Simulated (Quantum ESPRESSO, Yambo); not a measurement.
RbBr (CsCl type, space group Pm-3m, No. 221) under isotropic strain (on all lattice vectors), counted from the cell relaxed with PBEsol, atoms relaxed at each step. PBEsol (pw.x of Quantum ESPRESSO, ONCV potentials, no spin-orbit coupling); G0W0 in Yambo (4×4×4 Γ-centred k mesh, 155 bands and a 10 Ry block in the screening, 155 bands in G with the Bruneval-Gonze terminator, plasmon pole fitted at 27.2 eV).

| strain s (%) | PBEsol direct gap at Γ (eV) | G0W0 direct gap at Γ (eV) |
|---|---|---|
| -3 | ? | ? |
| -1.5 | 4.357 | 6.829 |
| -0.7 | 4.268 | 6.741 |
| 0 | 4.194 | 6.675 |
| +1 | 4.093 | 6.581 |
| +2 | 3.999 | 6.481 |

Fit a parabola in s to each column by least squares and predict the withheld row.

PBEsol: E = 4.194 − 0.1039 s + 0.0032 s² (largest residual 0 meV), giving 4.534 eV at s = -3; the run gave 4.536 eV, a miss of 2 meV. G0W0: E = 6.675 − 0.0991 s + 0.0014 s² (largest residual 4 meV), giving 6.985 eV at s = -3; the run gave 7.002 eV, a miss of 17 meV. The withheld row lies outside the fitted range, so this is an extrapolation. The GW settings are held fixed; their convergence isn't established. Spin-orbit splittings are left out.

This is not the ordinary phase of the substance; no match was found in the copy of COD used, and its stability was not checked.
